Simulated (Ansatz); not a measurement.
## ScTl3SbBr3: from a guess to a relaxed structure

Method: Ansatz 0.2.0, DFT PBE, scalar-relativistic, plane waves, PAW. Cutoff 420 eV, Gaussian smearing, Γ-centred meshes. Cell and atoms relax first on a coarse mesh, the cell is then made exact in the group found at 0.06 to 0.08 Å, and last on a converged mesh; the steps can't lower the symmetry of their start. No spin polarisation.

The cell of ScTl3SbBr3 is invented: species swapped into a database cell of Li3CuOF3 (P4/mmm, No. 123), with Tl on the Li sites, Sc on the Cu sites, Sb on the O sites and Br on the F sites. The dimensions are guesses.

```cif
data_structure
_symmetry_space_group_name_H-M 'P4/mmm'
_symmetry_Int_Tables_number 123
_cell_length_a 3.9728
_cell_length_b 3.9728
_cell_length_c 12.7374
_cell_angle_alpha 90.000
_cell_angle_beta 90.000
_cell_angle_gamma 90.000
_cell_volume 201.03
loop_
_atom_site_label
_atom_site_type_symbol
_atom_site_symmetry_multiplicity
_atom_site_Wyckoff_symbol
_atom_site_fract_x
_atom_site_fract_y
_atom_site_fract_z
_atom_site_occupancy
Sc1 Sc 1 a 0.00000 0.00000 0.00000 1
Tl1 Tl 2 h 0.50000 0.50000 0.26817 1
Tl2 Tl 1 b 0.00000 0.00000 0.50000 1
Sb1 Sb 1 c 0.50000 0.50000 0.00000 1
Br1 Br 2 g 0.00000 0.00000 0.27111 1
Br2 Br 1 d 0.50000 0.50000 0.50000 1
```

The zero of energy is the elements' standard structures at the same level; no fitted shifts are applied. The references include crystalline Br.

**Question.** What does it relax into?

**Answer.** The symmetry stays P4/mmm (No. 123). The volume per atom grows by 48.4 %, from 25.1 to 37.3 Å³. The shortest distance goes from 2.81 Å (Sc–Sb and Tl–Br) to 2.70 Å (Sc–Br). Conventional cell: a = 4.514 Å, c = 14.636 Å. Around Sc lie 2 Br at 2.70 Å and 4 Sb at 3.19 Å; Tl on a site of symmetry 4mm is surrounded by 1 Sb at 3.15 Å and 4 Br at 3.22 Å; Tl on a site of symmetry 4/mmm is surrounded by 4 Br at 3.19 Å; around Sb lie 2 Tl at 3.15 Å and 4 Sc at 3.19 Å; Br on a site of symmetry 4mm has 1 Sc at 2.70 Å and 4 Tl at 3.22 Å; 1 more site not described.

```xyz
8
Lattice="4.5142 0.0000 0.0000 0.0000 4.5142 0.0000 0.0000 0.0000 14.6364" Properties=species:S:1:pos:R:3 pbc="T T T"
Sc    0.0000    0.0000    0.0000
Tl    2.2571    2.2571    3.1523
Tl    0.0000    0.0000    7.3182
Tl    2.2571    2.2571   11.4840
Sb    2.2571    2.2571    0.0000
Br    0.0000    0.0000    2.7047
Br    2.2571    2.2571    7.3182
Br    0.0000    0.0000   11.9317
```

**Question.** Give its energy and gap.

**Answer.** The formation energy is −0.792 eV/atom. The gap on the 8×8×4 mesh of the 8-atom cell is 0.17 eV.

The last run used Gaussian smearing of 0.01 eV. Weakly bound directions are ill-defined at this level, which has no dispersion term. These runs have no spin–orbit coupling, which can matter for Sb and Tl. Kohn–Sham gaps at this level usually fall short of measured ones. The missing spin–orbit coupling can work the other way here. The reference form of Br is held partly by dispersion forces, which this level lacks. Small gaps are read on the mesh alone, and bands can cross between its points. A later test with randomly moved atoms led to a structure 13 meV/atom lower, so this end is a saddle point or a shallow minimum. Another cell of the same search, in P1, lies 13 meV/atom lower, so this cell isn't the stable form at this level.
